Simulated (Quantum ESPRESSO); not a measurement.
Al2In3HfPt2, a curve over strain

Computed values, not a measurement. The program is pw.x of Quantum ESPRESSO 7.5 (plane-wave density functional theory). The cell is made up: eight metal atoms on a hexagonal close-packed lattice, with elements, volume, strain and displacements drawn at random and not relaxed, so it may be unstable or far from any real phase. PseudoDojo standard norm-conserving files set the functional (PBE unless stated); there is no spin polarisation or spin-orbit coupling, the Fermi-Dirac width of 0.25 eV means electrons at about 2900 K, and the masses in the input are unused placeholders. Heavy elements are run without spin-orbit coupling, which real alloys of them have. A spin test at this wide smearing found no moment, but such smearing suppresses magnetism that the real alloy may have.

Seven runs add a strain to one cell (shear xy, as the tensor component); the atoms follow the cell and are not relaxed. Stress in the table is positive in tension.

Input of the run at -0.0016:

```
&control calculation='scf', pseudo_dir='./dojo.nc.sr.pbe.v0_5.standard.upf', outdir='./o', disk_io='minimal', tprnfor=.true., tstress=.true. /
&system ibrav=0, nat=8, ntyp=4, nbnd=59, ecutwfc=84.00895049, nosym=.true., tot_charge=0,
 occupations='smearing', smearing='fd', degauss=0.0183746611
/
&electrons conv_thr=1.470e-08, electron_maxstep=70, mixing_beta=0.5 /
ATOMIC_SPECIES
Al 1.0 Al.upf
Hf 1.0 Hf.upf
In 1.0 In.upf
Pt 1.0 Pt.upf
CELL_PARAMETERS angstrom
-0.0031 -0.0283 -4.9762
-0.0106 5.4688 0.0301
6.2592 -0.0121 0.0038
ATOMIC_POSITIONS angstrom
Al -0.009 0.0306 -0.0381
In 3.1593 -0.0486 -0.1074
In 1.4872 2.6818 -0.0213
Hf 4.7191 2.7244 0.0627
Al 0.0951 1.7637 -2.3826
Pt 3.1673 1.785 -2.418
Pt 1.5762 4.518 -2.4074
In 4.7706 4.5437 -2.3495
K_POINTS automatic
5 4 4 1 1 1
```

| added strain | free energy less that of the input shown (eV) | stress xx (GPa) | stress yy (GPa) | stress zz (GPa) | stress xy (GPa) | pressure (GPa) | iterations |
| --- | --- | --- | --- | --- | --- | --- | --- |
| -0.0192 | 0.0385 | 8.54 | 7.12 | 8.46 | -1.22 | -8.04 | 12 |
| -0.0016 | 0.0000 | 8.66 | 7.06 | 8.87 | -0.98 | -8.20 | 12 |
| +0.0037 | -0.0106 | 8.67 | 7.00 | 8.99 | -0.89 | -8.22 | 12 |
| +0.0067 | -0.0164 | 8.67 | 6.95 | 9.06 | -0.83 | -8.23 | 12 |
| +0.0122 | -0.0261 | 8.67 | 6.84 | 9.18 | -0.71 | -8.23 | 12 |
| +0.0143 | -0.0297 | 8.66 | 6.79 | 9.23 | -0.66 | -8.23 | 12 |
| +0.0190 | -0.0369 | 8.64 | 6.67 | 9.34 | -0.54 | -8.21 | 12 |

A cubic fit gives a slope of stress xy against the added strain of 18 GPa at zero added strain, with the atoms clamped. Across the table the energy follows the integral of volume times stress to 0.3 meV. A rerun of one of the cells at a higher cutoff and on a denser mesh moved values by no more than 0.003 eV in energy, 0.06 GPa in stress and 0.011 eV/Å in force, and a second program with other atomic files agreed on that cell to 2 % rms in force and 0.5 GPa in pressure.